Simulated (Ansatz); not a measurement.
## CaTiO₃, first-principles data

CaTiO₃:
```
CELL_PARAMETERS angstrom
      3.80358     0.00000     0.00000
      0.00000     3.80358     0.00000
      0.00000     0.00000     3.80358
ATOMIC_POSITIONS crystal
  Ca 0.50000 0.50000 0.50000
  Ti 0.00000 0.00000 0.00000
  O  0.00000 0.00000 0.50000
  O  0.00000 0.50000 0.00000
  O  0.50000 0.00000 0.00000
```

Space group Pm-3m (No. 221), cubic perovskite; conventional cell a = b = c = 3.804 Å, α = β = γ = 90.00°.

Method: plane-wave PAW LDA (Ansatz code). The cell and atoms are relaxed at this level. Other levels are named where they apply.

**Cell and energy**

| Quantity | Result |
|---|---|
| Volume per atom | 11.01 Å³ |
| Density | 4.10 g/cm³ |
| Formation energy from the elements (no fitted shifts) | -3.29 eV/atom |

**Electronic structure**

| Property | Result |
|---|---|
| Band gap | 1.88 eV (indirect) |
| Valence-band maximum | at R |
| Conduction-band minimum | at Γ |
| Smallest direct gap on the standard path | 2.31 eV |
| Electron effective mass, band 1 of 3 at the edge | 5.0 along [100], 0.78 along [110], 0.61 along [111] (mₑ) |
| Electron effective mass, band 2 of 3 at the edge | 0.35 along [100], 0.55 along [110], 0.46 along [111] (mₑ) |
| Electron effective mass, band 3 of 3 at the edge | 0.35 along [100], 0.35 along [110], 0.46 along [111] (mₑ) |

**Mechanics**

| Quantity | Value |
|---|---|
| Bulk modulus (Birch–Murnaghan fit) | 205 GPa |
| Pressure derivative B′ | 4.3 |
| Elastic constants (relaxed ions, GPa) | C11 = 401, C12 = 108, C44 = 101 |
| Mechanical stability | stable (all eigenvalues of C positive) |
| Hill bulk and shear moduli | 206 and 117 GPa |
| Young's modulus | 296 GPa |
| Poisson's ratio | 0.26 |
| Debye temperature from the elastic constants | 796 K |

**Dielectric response**

| Quantity | Result |
|---|---|
| Electronic dielectric constant ε∞ (DFPT) | 6.28 |
| Born charges (a third of the trace) | Ca +2.58, Ti +7.28, O -3.29 e |

**Phonons**

| Property | Result |
|---|---|
| Highest zone-centre frequency (without LO–TO term) | 614 cm⁻¹ |
| Zone-centre stability | unstable, softest mode 148i cm⁻¹ |
| Dynamical stability on the path | unstable, down to 224i cm⁻¹ |

The workflow started from an entry of the Crystallography Open Database (COD), which files this formula under 5 space groups. Whether it is the stable phase at ambient conditions was not checked. The cell was relaxed with LDA under the symmetry of its start. The run is not spin-polarised. The references are the lowest solids computed at this level, not always the standard phases (solids in place of the gases).

Potentials: the later of the program's two PAW sets.
